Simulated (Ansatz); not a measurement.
Relaxed Bi2Te3 (Bi2Te3 type, space group R-3m):

```
CELL_PARAMETERS angstrom
      2.19356     1.26645    10.09527
     -2.19356     1.26645    10.09527
      0.00000    -2.53291    10.09527
ATOMIC_POSITIONS crystal
  Bi 0.40015 0.40015 0.40015
  Bi 0.59985 0.59985 0.59985
  Te 0.00000 0.00000 0.00000
  Te 0.20935 0.20935 0.20935
  Te 0.79065 0.79065 0.79065
```

In this cell atom 5 (Te, nearest neighbour Bi at 3.068 Å; its periodic images, 4.4 Å or more away, move with it) is moved by u·(1.000, 0.000, 0.000) + v·(0.000, 0.000, 1.000); the rest is frozen.

The numbers are results of PBE-D3(BJ) (plane waves to 420 eV, PAW, scalar-relativistic; Ansatz, a quantum-chemistry and plane-wave program), not measurements. k mesh 7×7×7 (Γ-centred), Fermi-Dirac smearing 0.05 eV. The energy includes the smearing's −TS. Points where atoms come too close for the PAW data are left out (x in tables, blank in figures). As the smearing reaches across the gap at some points, energies and forces of such displacements shift with the k mesh and the smearing. Bi2Te3 was relaxed with its symmetry unable to fall. Spin-orbit coupling is left out, though Bi and Te are heavy. ΔE is measured from the undisplaced structure. Axes are in Å.

Task: Estimate the ΔE (meV/cell) for all points of the grid u = -0.770, -0.513, -0.257, 0.000, 0.257, 0.513, 0.770 by v = -0.770, -0.513, -0.257, 0.000, 0.257, 0.513, 0.770.

Result: ΔE (meV/cell), with u across and v down:

| v \ u | -0.770 | -0.513 | -0.257 | 0.000 | 0.257 | 0.513 | 0.770 |
|---|---|---|---|---|---|---|---|
| -0.770 | x | 3435 | 2083 | 1667 | 2083 | 3435 | x |
| -0.513 | 3571 | 1946 | 1055 | 771 | 1055 | 1946 | 3571 |
| -0.257 | 1914 | 946 | 380 | 194 | 380 | 946 | 1914 |
| 0.000 | 1045 | 473 | 120 | 0 | 120 | 473 | 1045 |
| 0.257 | 823 | 465 | 242 | 165 | 242 | 465 | 823 |
| 0.513 | 1058 | 782 | 628 | 577 | 628 | 782 | 1058 |
| 0.770 | 1615 | 1290 | 1135 | 1092 | 1135 | 1290 | 1615 |

(A displaced cell: forces are minus the slopes of the energy, force constants its curvatures, and phonons follow from these.)
